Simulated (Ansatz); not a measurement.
**SiC (4H polytype): gap against strain (epitaxial in the xy plane)**

SiC (4H polytype), relaxed with r2SCAN in the plane-wave code Ansatz, then strained (epitaxial in the xy plane; changes of length per length, axes as in the cell below) with the atoms relaxed again within the symmetry that is left. The symmetry is P6_3mc (No. 186, hexagonal); conventional cell a = 3.078 Å, c = 10.077 Å, 10.33 Å³ an atom. Around Si lie 4 C at 1.88–1.89 Å; around Si lie 4 C at 1.89 Å; around C lie 4 Si at 1.89 Å; around C lie 4 Si at 1.88–1.89 Å. Spin-unpolarised throughout; all numbers are computed.

```
Si C
1.0
     3.07756    0.00000    0.00000
    -1.53878    2.66524    0.00000
     0.00000    0.00000   10.07672
Si C
4 4
Direct
  0.00000 0.00000 0.99986
  0.33333 0.66667 0.24991
  0.00000 0.00000 0.49986
  0.66667 0.33333 0.74991
  0.00000 0.00000 0.18728
  0.33333 0.66667 0.43795
  0.00000 0.00000 0.68728
  0.66667 0.33333 0.93795
```

Gaps are the least over each mesh (PBE 12×12×4, r2SCAN 12×12×4, HSE06 6×6×2 when unstrained) and the special points, which keep their unstrained names; stress is the change from the unstrained cell, compression positive.

```tsv
strain (%)	free normal strain (%)	gap, PBE (eV)	gap, r2SCAN (eV)	gap, HSE06 (eV)	edges, HSE06	in-plane stress, r2SCAN (GPa)	energy rise, r2SCAN (meV/atom)
-3.0	+0.57	1.960	2.335	2.885	Γ → M	+21.30	38.9
-2.0	+0.38	2.063	2.438	2.984	Γ → M	+13.62	16.9
-1.0	+0.19	2.152	2.525	3.070	Γ → M	+6.53	4.1
0.0	0.00	2.226	2.598	3.140	Γ → M	0.00	0.0
+1.0	-0.17	2.239	2.603	3.147	Γ → M	-6.00	3.9
+2.0	-0.33	2.139	2.522	3.055	Γ → M	-11.49	15.4
+3.0	-0.50	2.015	2.388	2.924	Γ → M	-16.48	33.9
```

Between zero and the nearest strains the slope of the HSE06 gap against strain is +0.070 eV per percent for negative and +0.007 for positive strain.

The meshes of the hybrids are coarse, so their gaps aren't converged to the digits shown.
